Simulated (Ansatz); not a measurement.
Input:

Cu₃Au (Cu3Au type, Pm-3m), a = b = c = 3.7803 Å, α = β = γ = 90.00°.

This is the PBE-relaxed structure.

Task: All from the program Ansatz at the PBE level (PAW), unless another level is named. Predict the density of states at the Fermi level.

Result: 0.26 states/eV per atom (mean over ±0.08 eV).

Task: And the formation energy from the elements (no fitted shifts)?

Result: -0.044 eV/atom.

Symmetry was held in the PBE relaxation. No spin polarisation was allowed. The references are the lowest solids computed at this level, not always the standard phases. Spin–orbit coupling is left out wherever it is not named.

Potentials: the earlier of the program's two PAW sets.
